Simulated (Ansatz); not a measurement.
Input, command and steps of an Ansatz relaxation.

```yaml
crystal:
  lattice:
    - [3.5078480411, 0.0, 0.0]
    - [-1.7539240205, 3.0378855163, 0.0]
    - [0.0, 0.0, 11.0257115639]
  atoms:
    - { symbol: "Y", position: [0.0, 0.0, 0.0] }
    - { symbol: "Y", position: [0.0, 0.0, 0.5] }
    - { symbol: Mn, position: [0.3333333333, 0.6666666667, 0.25], spin: 3.56 }
    - { symbol: Mn, position: [0.6666666667, 0.3333333333, 0.75], spin: 3.56 }
    - { symbol: O, position: [0.0, 0.0, 0.25] }
    - { symbol: O, position: [0.0, 0.0, 0.75] }
    - { symbol: O, position: [0.3333333333, 0.6666666667, 0.0844321233] }
    - { symbol: O, position: [0.6666666667, 0.3333333333, 0.5844321233] }
    - { symbol: O, position: [0.3333333333, 0.6666666667, 0.4155678767] }
    - { symbol: O, position: [0.6666666667, 0.3333333333, 0.9155678767] }
basis:
  ecutwfc: 500
kpoints:
  mp_grid: { grid: [12, 12, 4] }
hamiltonian:
  xc: r2scan
scf:
  occupations: { method: gaussian, width: 0.1 }
output:
  forces: true
  stress: true
  eigenvalues: true
  populations: true
magnetization:
  spin_polarized: true
relax:
  adjacent_minimum: "off"
  f_tol: 0.01
  max_steps: 30
  cell: { stress_tol: 0.1, fix: [volume] }
```

```bash
ansatz run input.yaml --threads 2 --pin off --max-ram 5120MiB --backend cpu --events-out ev --progress --plain --runs-dir out
```

Computed with Ansatz, DFT r2SCAN, scalar-relativistic, plane waves, PAW.

The volume is held at 0.94 times that of the relaxed cell.

Of 4 frames 3 are shown, positions in Å and forces in eV/Å; the SCF threshold varies from step to step. Steps run on the plane waves of an earlier cell, with a Pulay correction in the pressure. The basis is chosen afresh for the last frame, the zero of the energies, and at times for earlier ones too; energy and pressure step there, also at an unchanged geometry.

```xyz
10
Lattice="3.5078 0.0000 0.0000 -1.7539 3.0379 0.0000 0.0000 0.0000 11.0257" Properties=species:S:1:pos:R:3:forces:R:3 pbc="T T T" step=1 free_energy_over_end_meV_per_atom=0.07 pressure_GPa=12.33
Y     0.0000    0.0000    0.0000    0.0000    0.0000    0.0000
Y     0.0000    0.0000    5.5129    0.0000    0.0000    0.0000
Mn    0.0000    2.0253    2.7564    0.0000    0.0000    0.0000
Mn    1.7539    1.0126    8.2693    0.0000    0.0000    0.0000
O     0.0000    0.0000    2.7564    0.0000    0.0000    0.0000
O     0.0000    0.0000    8.2693    0.0000    0.0000    0.0000
O     0.0000    2.0253    0.9309    0.0000    0.0000   -0.1114
O     1.7539    1.0126    6.4438    0.0000    0.0000   -0.1114
O     0.0000    2.0253    4.5819    0.0000    0.0000    0.1114
O     1.7539    1.0126   10.0948    0.0000    0.0000    0.1114
10
Lattice="3.5087 0.0000 0.0000 -1.7543 3.0386 0.0000 0.0000 0.0000 11.0204" Properties=species:S:1:pos:R:3:forces:R:3 pbc="T T T" step=2 free_energy_over_end_meV_per_atom=0.01 pressure_GPa=12.28
Y     0.0000    0.0000    0.0000    0.0000    0.0000    0.0000
Y     0.0000    0.0000    5.5102    0.0000    0.0000    0.0000
Mn    0.0000    2.0257    2.7551    0.0000    0.0000    0.0000
Mn    1.7543    1.0129    8.2653    0.0000    0.0000    0.0000
O     0.0000    0.0000    2.7551    0.0000    0.0000    0.0000
O     0.0000    0.0000    8.2653    0.0000    0.0000    0.0000
O     0.0000    2.0257    0.9274    0.0000    0.0000   -0.0240
O     1.7543    1.0129    6.4376    0.0000    0.0000   -0.0240
O     0.0000    2.0257    4.5829    0.0000    0.0000    0.0240
O     1.7543    1.0129   10.0931    0.0000    0.0000    0.0240
10
Lattice="3.5078 0.0000 0.0000 -1.7539 3.0378 0.0000 0.0000 0.0000 11.0261" Properties=species:S:1:pos:R:3:forces:R:3 pbc="T T T" step=4 free_energy_over_end_meV_per_atom=0.00 pressure_GPa=12.27
Y     0.0000    0.0000    0.0000    0.0000    0.0000    0.0000
Y     0.0000    0.0000    5.5130    0.0000    0.0000    0.0000
Mn    0.0000    2.0252    2.7565    0.0000    0.0000    0.0000
Mn    1.7539    1.0126    8.2696    0.0000    0.0000    0.0000
O     0.0000    0.0000    2.7565    0.0000    0.0000    0.0000
O     0.0000    0.0000    8.2696    0.0000    0.0000    0.0000
O     0.0000    2.0252    0.9278    0.0000    0.0000   -0.0043
O     1.7539    1.0126    6.4408    0.0000    0.0000   -0.0043
O     0.0000    2.0252    4.5852    0.0000    0.0000    0.0043
O     1.7539    1.0126   10.0983    0.0000    0.0000    0.0043
```

It took 3.3 min on 2 threads of Intel(R) Xeon(R) 6975P-C (Granite Rapids) (shared host), peak memory 1.2 GiB.

The state reached may not be the lowest one. Moments started parallel, and an antiferromagnetic order may lie lower.